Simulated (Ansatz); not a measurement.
HfC:
```
CELL_PARAMETERS angstrom
      3.84004     0.00000     0.00000
     -1.92002     3.32557     0.00000
      0.00000     0.00000     4.62753
ATOMIC_POSITIONS crystal
  Hf 0.33333 0.66667 0.75000
  Hf 0.66667 0.33333 0.25000
  C  0.33333 0.66667 0.25000
  C  0.66667 0.33333 0.75000
```

Relaxed with r²SCAN. Special points in fractions of this cell's reciprocal vectors: Γ (0.000, 0.000, 0.000); M (0.500, 0.000, 0.000); K (0.333, 0.333, 0.000); A (0.000, 0.000, 0.500); L (0.500, 0.000, 0.500); H (0.333, 0.333, 0.500).

Problem. List the band energies nearest the Fermi level at these points for the program Ansatz at the r²SCAN level (PAW).

Solution. In eV from the Fermi level; about four levels below and three above (degenerate sets whole), none deeper than 8.9 eV; points with the same levels are listed once.

```csv
k,below,above
Γ,-2.96 -2.96 -2.85 -2.85 -2.19,1.24 1.47 1.47
M,-2.12 -1.85 -1.55 -0.34,0.34 1.94 3.31
K,-2.52 -2.52 -1.81 -1.81 -0.93,0.25 0.73 3.44
A,-3.36 -3.36 -3.36 -3.36,4.53 4.53 4.69 4.69 4.69 4.69
L,-2.56 -2.56 -1.78 -1.78,2.59 2.59 3.92 3.92
H,-2.49 -2.49 -2.09 -2.09,1.58 1.58 4.66 4.66
```

Space group P6_3/mmc. The start of the workflow was typed in or built on a structure type; the Crystallography Open Database copy checked does not list it. It is not the phase usual at ambient conditions (space group No. 225). The r²SCAN relaxation kept the symmetry of its start; whether a distortion lowers the energy is not shown. The run is not spin-polarised. Spin–orbit coupling is left out wherever it is not named.

Potentials: the earlier of the program's two PAW sets.
